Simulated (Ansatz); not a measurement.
An Ansatz (a quantum-chemistry and plane-wave program) run. Input:

Ansatz 0.2 input:
```yaml
crystal:
  lattice:
    - [-1.9266744414, 1.9266744414, 4.9493794426]
    - [1.9266744414, -1.9266744414, 4.9493794426]
    - [1.9266744414, 1.9266744414, -4.9493794426]
  atoms:
    - { symbol: Ti, position: [0.5984022333, 0.0984022333, 0.5] }
    - { symbol: Ti, position: [0.8484022333, 0.8484022333, 0.0] }
    - { symbol: N, position: [0.6671924205, 0.6671924205, 0.0] }
    - { symbol: N, position: [0.4171924205, 0.9171924205, 0.5] }
    - { symbol: F, position: [0.8594053463, 0.3594053463, 0.5] }
    - { symbol: F, position: [0.1094053463, 0.1094053463, 0.0] }
kpoints:
  mp_grid: { grid: [9, 9, 9] }
basis: { xc_grid: 2 }
hamiltonian:
  xc: pbesol
  pseudopotentials: { kind: paw }
scf:
  occupations: { method: fixed }
output:
  optics: { e_range: [0.0, 15.0], de: 0.05, sigma: 0.1, bands: { spectra_wanted_up_to: 12 eV } }
```

Output (shortened):

```
basis.fft_grid_basis auto: the FFT boxes are laid along the combinations [[1, 0, 1], [0, 1, 1], [0, 0, 1]] of the cell's own vectors, 3.853, 3.853 and 5.650 Å …
output.optics: the spectra are integrated over the Brillouin zone by k·p interpolation around the k-points, where levels, occupations, output.optics.sigma and …
Pseudopotentials: kind: paw
Pseudopotential: Ti, paw, valence charge 12
Pseudopotential: N, paw, valence charge 5
Pseudopotential: F, paw, valence charge 7
Functional definition: PBEsol
Crystal: 6 atoms, lattice volume = 73.490 Å³
Basis set: ecut = 420 eV, 1461 PW (Γ), FFT grids on a1+a3, a2+a3, a3, exchange–correlation on 54×54×80 points (8 copies of the dense FFT grid, shifted against one another)
Bands: 30, of which v1, the nominal top of the filled ones, is band 24 counted from 1 (23 counted from 0)
Symmetry: 8 space group operations
Space group: I41md (ITA 109), of the structure as read, at distance tolerance 4.2e-5 Å
k-points: 75 of 729 (time reversal used)
PAW frozen core: Ti, regenerated for the run's functional, and the local potential with it
PAW frozen core: N, regenerated for the run's functional, and the local potential with it
PAW frozen core: F, regenerated for the run's functional, and the local potential with it
Initial wavefunctions: pseudopotential atomic-orbital guess
Eigensolver: davidson
Functional: x = pbesol(κ = 0.804, μ = 0.12345679012345678), c = pbesol(β = 0.046)
SCF iter   1: F=—  HF=-7312.911886 eV  |F-HF|=—  |Δ(HF+E_count)|=         —  Δρ=1.39e-2  dr2=9.63e-2  ethr=1.77e-3  ⟨swp⟩=3.5  Hψ=8318  notcnv=0  defer=163
all-band conjugate gradients solve this SCF's bands
preconditioner: auto → Resta (q_TF=auto, 2.541 Å⁻¹)
SCF iter   2: F=—  HF=-7312.887089 eV  |F-HF|=—  |Δ(HF+E_count)|=   2.48e-2  Δρ=4.81e-3  dr2=1.48e-2  ethr=2.01e-4  ⟨swp⟩=2.1  Hψ=4115  notcnv=0  defer=297
SCF iter   3: F=—  HF=-7312.884838 eV  |F-HF|=—  |Δ(HF+E_count)|=   2.25e-3  Δρ=2.48e-3  dr2=4.24e-3  ethr=3.07e-5  ⟨swp⟩=2.7  Hψ=3830  notcnv=0  defer=295
SCF iter   4: F=—  HF=-7312.884243 eV  |F-HF|=—  |Δ(HF+E_count)|=   5.95e-4  Δρ=8.80e-4  dr2=4.92e-4  ethr=8.84e-6  ⟨swp⟩=2.0  Hψ=3321  notcnv=0  defer=300
SCF iter   5: F=—  HF=-7312.884241 eV  |F-HF|=—  |Δ(HF+E_count)|=   1.41e-6  Δρ=3.42e-4  dr2=5.56e-5  ethr=1.03e-6  ⟨swp⟩=2.0  Hψ=2591  notcnv=0  defer=154
SCF iter   6: F=—  HF=-7312.884238 eV  |F-HF|=—  |Δ(HF+E_count)|=   3.30e-6  Δρ=7.64e-5  dr2=4.32e-6  ethr=1.16e-7  ⟨swp⟩=2.4  Hψ=2989  notcnv=0  defer=129
SCF iter   7: F=—  HF=-7312.884244 eV  |F-HF|=—  |Δ(HF+E_count)|=   6.50e-6  Δρ=1.99e-5  dr2=4.25e-7  ethr=9.00e-9  ⟨swp⟩=2.0  Hψ=3173  notcnv=0  defer=129
SCF iter   8: F=—  HF=-7312.884245 eV  |F-HF|=—  |Δ(HF+E_count)|=   3.24e-7  Δρ=5.03e-6  dr2=2.29e-8  ethr=8.84e-10  ⟨swp⟩=2.0  Hψ=3050  notcnv=0  defer=129
SCF iter  12: F=-7312.884245 eV  HF=-7312.884245 eV  |F-HF|=9.09e-13  |Δ(HF+E_count)|=  6.37e-12  Δρ=4.39e-8  dr2=1.24e-12  ethr=1.00e-12  ⟨swp⟩=2.0  Hψ=4956  notcnv=0
SCF 1 converged in 12 iterations: F = -7312.884245 eV  dr2 = 1.24e-12
NSCF: frozen V_eff on 75 k-points
Optics k sum: 0 of 75 k-points
Optics k sum: 4 of 75 k-points
Optics k sum: 8 of 75 k-points
Optics k sum: 12 of 75 k-points
Optics k sum: 15 of 75 k-points
Optics k sum: 19 of 75 k-points
Optics k sum: 23 of 75 k-points
Optics k sum: 27 of 75 k-points
Optics k sum: 30 of 75 k-points
Optics k sum: 34 of 75 k-points
Optics k sum: 38 of 75 k-points
Optics k sum: 42 of 75 k-points
Optics k sum: 45 of 75 k-points
Optics k sum: 49 of 75 k-points
Optics k sum: 53 of 75 k-points
Optics k sum: 57 of 75 k-points
Optics k sum: 60 of 75 k-points
Optics k sum: 64 of 75 k-points
Optics k sum: 68 of 75 k-points
Optics k sum: 72 of 75 k-points
Optics k sum: 75 of 75 k-points
Optics k sum: 0 of 75 k-points
Optics k sum: 4 of 75 k-points
Optics k sum: 8 of 75 k-points
Optics k sum: 12 of 75 k-points
Optics k sum: 15 of 75 k-points
Optics k sum: 19 of 75 k-points
Optics k sum: 23 of 75 k-points
Optics k sum: 27 of 75 k-points
Optics k sum: 30 of 75 k-points
Optics k sum: 34 of 75 k-points
Optics k sum: 38 of 75 k-points
Optics k sum: 42 of 75 k-points
Optics k sum: 45 of 75 k-points
Optics k sum: 49 of 75 k-points
Optics k sum: 53 of 75 k-points
Optics k sum: 57 of 75 k-points
Optics k sum: 60 of 75 k-points
Optics k sum: 64 of 75 k-points
Optics k sum: 68 of 75 k-points
Optics k sum: 72 of 75 k-points
Optics k sum: 75 of 75 k-points
NSCF: frozen V_eff on 1 k-points
NSCF: frozen V_eff on 1 k-points
NSCF: frozen V_eff on 1 k-points
NSCF: frozen V_eff on 1 k-points
NSCF: frozen V_eff on 1 k-points
NSCF: frozen V_eff on 1 k-points
output.optics: what the bands over the 45 summed would add to eps1, eps2 and the energy-loss function is held between a lower and an upper bound (11 Lanczos …
SCF converged after 12 iterations
Free energy (F): -7312.884245 eV
Harris-Foulkes:  -7312.884245 eV  (|F-HF|=9.09e-13)
Internal energy: -7312.884245 eV  (E = F + TS)
E sigma→0 (E₀):  -7312.884245 eV
Fermi energy:    7.224055 eV
--- Per-component energies (eV) ---
  E_band       = -502.503102
  E_kinetic    = 1216.607259
  E_local      = -3800.384096  (includes V_loc(G=0)·N_el)
  E_nonlocal   = 252.056495
  E_hartree    = 1466.663919
  E_xc         = -469.596590
  E_vxc        = -597.686389  (∫ρ·V_xc dr)
  E_paw        = -2674.345056  (= ΣΔE_a)
  E_vpaw       = -506.428821  (= ΣTr[D̂ρ^β])
  E_aug_tail   = 0.004590  (compensation charges beyond the density's cutoff)
  E_ewald      = -3304.310617
  E_core_change = 0.419852  (= ΣΔE_core)
  E_smearing   =  0.000000  (= −TS)
  E_closure    =  0.000000  (closes the sum)
  Σ components = -7312.884245   (vs F -7312.884245, Δ=0.00e0)
  [band-id]    e_kinetic+e_local+e_nonlocal+2·e_hartree+e_vxc+e_vpaw+e_augmentation_tail = -502.503124   (vs E_band -502.503102, Δ=-2.29e-5)
--- Band table (eV; the first three rows and the last of 75) ---
  k-point 0: bands = ["-49.0105", "-48.9689", "-25.6564", "-25.6564", "-25.5307", "-25.2420", "-25.1994", "-25.1994", "-16.8984", "-16.7596", "-5.1994", "-4.4637", "1.2887", "1.4985", "1.4985", "2.2133", "2.2133", "2.3058", "4.8169", "5.0538", "5.0538", "5.5098", "6.7928", "6.7928", "8.8895", "9.5735", "10.3908", "10.3908", "11.1025", "11.2067"]
  k-point 1: bands = ["-49.0087", "-48.9697", "-25.6838", "-25.6834", "-25.5223", "-25.2610", "-25.2006", "-25.1913", "-16.8145", "-16.6854", "-5.1341", "-4.4309", "1.2002", "1.2649", "1.3009", "2.0367", "2.2054", "2.3807", "4.6178", "4.7353", "5.2271", "5.9127", "6.5799", "6.6791", "9.1025", "9.6878", "10.4023", "10.4245", "11.1412", "11.5390"]
  k-point 2: bands = ["-49.0037", "-48.9720", "-25.7507", "-25.7488", "-25.5010", "-25.2998", "-25.2026", "-25.1837", "-16.5994", "-16.4970", "-4.9523", "-4.3513", "0.7241", "0.7358", "1.0962", "1.7126", "2.0817", "2.3199", "4.4273", "4.4986", "5.4780", "6.1163", "6.5112", "6.5148", "9.4877", "9.9278", "10.3081", "10.3753", "11.1527", "11.5734"]
  k-point 74: bands = ["-48.9901", "-48.9888", "-25.6865", "-25.6589", "-25.3937", "-25.3848", "-25.1969", "-25.1961", "-16.8244", "-16.7482", "-4.8535", "-4.8083", "1.2443", "1.4754", "1.7507", "1.8271", "2.2850", "2.3037", "4.5316", "4.7267", "5.0427", "5.3966", "7.0500", "7.0591", "9.3293", "9.4107", "10.0043", "10.0483", "10.9474", "11.1961"]
  band table: 30 of 30 bands, residual norms ≤ 1.0e-3 eV
```

Cost: about 2.1 core-minutes (a rough figure) on shared cores.

Space group I4_1md. The workflow started from a Materials Project entry (that database holds measured and hypothetical structures alike); the Crystallography Open Database copy checked does not list it. Its standing as an ambient phase is unchecked. The cell was relaxed with PBEsol under the symmetry of its start; its stability against distortions is not shown here. No spin polarisation was allowed.

Potentials: the later of the program's two PAW sets.

Ansatz is a plane-wave DFT program.
